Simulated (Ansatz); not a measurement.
Ansatz input

```yaml
crystal:
  lattice:
    - [3.0076538696, 0.0, 0.0]
    - [-1.5038269348, 2.6047046568, 0.0]
    - [0.0, 0.0, 4.911498769]
  atoms:
    - { symbol: Ge, position: [0.3333333333, 0.6666666667, 0.25] }
    - { symbol: Ge, position: [0.6666666667, 0.3333333333, 0.75] }
hamiltonian:
  xc: pbesol
  pseudopotentials:
    kind: paw
    azcp:
      Ge: "pseudopotentials/Ge.paw.azcp"
basis:
  ecutwfc: 420
  fft_grid_basis: typed
kpoints:
  mp_grid: { grid: [12, 12, 7], shift: [0, 0, 0] }
magnetization:
  spin_polarized: false
scf:
  occupations: { method: fermi_dirac, width: 0.1 }
relax:
  max_steps: 60
  f_tol: 0.01
  cell: {}
output:
  write_density: true
  write_potential: true
  elf: true
  volumetric_format: npy
```

and its output:

```
Warning: the record states the generating functional pbe (its physics header spells it `PBE`), which answers neither for hamiltonian.xc's functional nor for the pbesol family's — results may be inconsistent (PPs are generated against a specific XC)
Engine: ansatz 0.2.0, aarch64-unknown-linux-gnu
Pseudopotentials: kind: paw
Pseudopotential: Ge, paw, valence charge 14, recommended cutoff 420 eV (normal) 
Functional definition: PBEsol
  exchange = pbesol_x
  correlation = pbesol_c
Crystal: 2 atoms, lattice volume = 38.477 Å³
Basis set: ecut = 420 eV, 713 PW (Γ), exchange–correlation on 48×48×72 points (8 copies of the dense FFT grid, shifted against one another)
Bands: 18, of which v1, the nominal top of the filled ones, is band 14 counted from 1 (13 counted from 0)
Symmetry: 24 space group operations
Space group: P63/mmc (ITA 194), of the structure as read, at distance tolerance 3.4e-5 Å
k-points: 76 of 1008
Non-local potential: Ge, projectors of the file, l = 0: 2, l = 1: 2, l = 2: 3, l = 3: 1
PAW form: soft (Blöchl's): semilocal exchange-correlation on the pseudo side does not see the compensation charge
PAW frozen core: Ge, regenerated for the run's functional, and the local potential with it (the file was generated under x = pbe(κ = 0.804, μ = 0.2195149727645171), c = pbe(β = 0.06672455060314922))
PAW one-centre angular grid: Ge, 590 points (default); XC on 64 Gauss nodes
Initial density: superposition of atomic densities (neutral atoms: chi_scale 0, normalization atom), corrected by the library's trained network
Initial wavefunctions: pseudopotential atomic-orbital guess
Functional: x = pbesol(κ = 0.804, μ = 0.12345679012345678), c = pbesol(β = 0.046)
SCF iter   1: F=—  HF=-8506.433591 eV  |F-HF|=—  |Δ(HF+E_count)|=         —  Δρ=1.71e-3  dr2=7.92e-4  ethr=1.77e-3  ⟨swp⟩=4.9  Hψ=5561  notcnv=0
SCF iter   2: F=—  HF=-8506.432630 eV  |F-HF|=—  |Δ(HF+E_count)|=   9.62e-4  Δρ=8.66e-4  dr2=2.09e-4  ethr=2.83e-6  ⟨swp⟩=2.0  Hψ=3013  notcnv=0
SCF iter   3: F=—  HF=-8506.432643 eV  |F-HF|=—  |Δ(HF+E_count)|=   1.30e-5  Δρ=4.82e-4  dr2=7.17e-5  ethr=7.46e-7  ⟨swp⟩=1.0  Hψ=1358  notcnv=0
SCF iter   4: F=—  HF=-8506.432635 eV  |F-HF|=—  |Δ(HF+E_count)|=   7.63e-6  Δρ=5.31e-5  dr2=7.61e-7  ethr=2.56e-7  ⟨swp⟩=2.1  Hψ=1781  notcnv=0
iter 5 did not close the SCF: its close was put off for the readings that it lacked (scf_convergence_deferred on its scf_iter line)
SCF iter   5: F=-8506.432636 eV  HF=-8506.432636 eV  |F-HF|=6.49e-9  |Δ(HF+E_count)|=   3.88e-7  Δρ=8.27e-6  dr2=3.19e-8  ethr=2.72e-9  ⟨swp⟩=2.0  Hψ=1665  notcnv=0
SCF iter   6: F=-8506.432636 eV  HF=-8506.432636 eV  |F-HF|=9.91e-10  |Δ(HF+E_count)|=   2.06e-9  Δρ=2.24e-6  dr2=2.19e-9  ethr=1.14e-10  ⟨swp⟩=4.2  Hψ=6820  notcnv=0
SCF 1 converged in 6 iterations: F = -8506.432636 eV  dr2 = 2.19e-9
relax step   1: F+E_penalty+E_count = -8506.43263551 eV  Δ(F+E_penalty+E_count) = +0.000e0 eV  max|allowed force component| = 1.388e-16 eV/Å  Δτ_max = 0.0000 Å  P = -3.255 GPa  Ω = 38.477 Å³  (6 SCF iters, dr2 threshold 1.00e-7 eV, accepted)
...
SCF iter   6: F=-8506.467186 eV  HF=-8506.467186 eV  |F-HF|=1.82e-12  |Δ(HF+E_count)|=  3.64e-12  Δρ=4.08e-9  dr2=1.78e-15  ethr=1.00e-12  ⟨swp⟩=3.0  Hψ=5091  notcnv=0
SCF 6 converged in 6 iterations: F = -8506.467186 eV  dr2 = 1.78e-15
relax step   6: F+E_penalty+E_count = -8506.46718634 eV  Δ(F+E_penalty+E_count) = +3.941e-4 eV  max|allowed force component| = 2.776e-16 eV/Å  Δτ_max = 0.0000 Å  P = -0.011 GPa  Ω = 36.703 Å³  stress off target by 3.13e-2 GPa  SCF on the basis re-selected at this cell (its energy is not comparable with the rows above)  (6 SCF iters)
basis re-selected at this cell: Δ(F+E_penalty+E_count) = +3.941e-4 eV, ΔP = +0.005 GPa vs the last step (what re-selecting the basis moved, of the pressure what is left beyond the Pulay correction that the steps carried, after the strain that the cell walked since its last selection, with what the two solves' SCF thresholds leave and, on support functions, any second-order correction that the steps lacked; it is no measure of the basis error at this ecutwfc). The dense FFT grid was sized anew with the basis: this SCF ran on 24×24×32 points, the steps before it on 24×24×36, so part of this shift can come from that change (see relax.cell in the input reference). This SCF's stress stands 3.13e-2 GPa from its target on what of the cell is left free (relax.cell.stress_tol is 5.00e-2 GPa) and its largest allowed force component is 2.78e-16 eV/Å (relax.f_tol is 1.00e-2 eV/Å): within both
SCF converged after 6 iterations
Free energy (F): -8506.467186 eV
Harris-Foulkes:  -8506.467186 eV  (|F-HF|=1.82e-12)
Internal energy: -8506.439492 eV  (E = F + TS)
E sigma→0 (E₀):  -8506.453339 eV
Entropy (-TS):   -0.027695 eV (-13.847 meV/atom)
Fermi energy:    11.425122 eV
--- Per-component energies (eV) ---
  E_band       = -218.165342
  E_kinetic    = 221.375879
  E_local      = -4214.583939  (includes V_loc(G=0)·N_el)
  E_nonlocal   = 833.321542
  E_hartree    = 1842.193973
  E_xc         = -150.603684
  E_vxc        = -130.049333  (∫ρ·V_xc dr)
  E_paw        = -3950.703440  (= ΣΔE_a)
  E_vpaw       = -612.618077  (= ΣTr[D̂ρ^β])
  E_aug_tail   = 0.000641  (compensation charges beyond the density's cutoff)
  E_ewald      = -3089.276336
  E_core_change = 1.835872  (= ΣΔE_core)
  E_smearing   = -0.027695  (= −TS)
  E_closure    = -0.000000  (closes the sum)
  Σ components = -8506.467186   (vs F -8506.467186, Δ=0.00e0)
--- Forces (eV/Å), atoms counted from 1 ---
  atom   1  Ge     0.00000000    -0.00000000     0.00000000
  atom   2  Ge    -0.00000000     0.00000000    -0.00000000
  max |Σ_I F_I| component: 3.70e-17 eV/Å
--- Stress (GPa, compression-positive) ---
       -0.000202      -0.000000      -0.000000
       -0.000000      -0.000202       0.000000
       -0.000000       0.000000      -0.031301
  P = ⅓ Tr σ = -0.0106 GPa (-0.106 kbar)
--- Band table (eV; the first three rows and the last of 76) ---
  k-point 0: bands = ["-13.3283", "-13.3175", "-13.3175", "-13.3111", "-13.3080", "-13.3080", "-13.3011", "-13.3011", "-13.2216", "-13.2216", "-2.0302", "4.0655", "5.8637", "17.6595", "17.6595", "19.8030", "19.8030", "21.6431"]
  k-point 1: bands = ["-13.3271", "-13.3237", "-13.3237", "-13.3116", "-13.3106", "-13.3106", "-13.2904", "-13.2904", "-13.2234", "-13.2234", "-1.8903", "2.9276", "7.2715", "17.7711", "17.7711", "19.7484", "19.7484", "20.3605"]
  k-point 2: bands = ["-13.3292", "-13.3292", "-13.3238", "-13.3170", "-13.3170", "-13.3130", "-13.2727", "-13.2727", "-13.2294", "-13.2294", "-1.4703", "1.4572", "9.5464", "17.7519", "18.0917", "18.0917", "19.5326", "19.5326"]
  k-point 75: bands = ["-13.3378", "-13.3378", "-13.3098", "-13.2785", "-13.2765", "-13.2765", "-13.2741", "-13.2710", "-13.2192", "-13.2192", "5.2675", "5.2675", "7.7593", "7.7593", "8.4838", "9.4363", "17.8594", "17.8594"]
--- Relaxed structure (5 steps of the walk, 5 accepted, 1 SCFs on fresh bases) ---
  F+E_penalty+E_count = -8506.46718634 eV   max|allowed force component| = 2.776e-16 eV/Å   (the final SCF, on the basis selected at the relaxed cell)
  cell:  # Å, volume = 36.7027 Å³
    - [3.0100229631656217, -2.302039882645899e-33, 2.6058999994708124e-18]
    - [-1.5050114815828108, 2.6067563520759403, -1.3029499997354075e-18]
    - [4.255434699139039e-18, -2.6151173066877106e-33, 4.677652749642729]
  atoms:
    - { symbol: Ge, position: [0.3333333333333333, 0.6666666666666666, 0.25000000000000006] }
    - { symbol: Ge, position: [0.6666666666666666, 0.3333333333333333, 0.7500000000000002] }
```
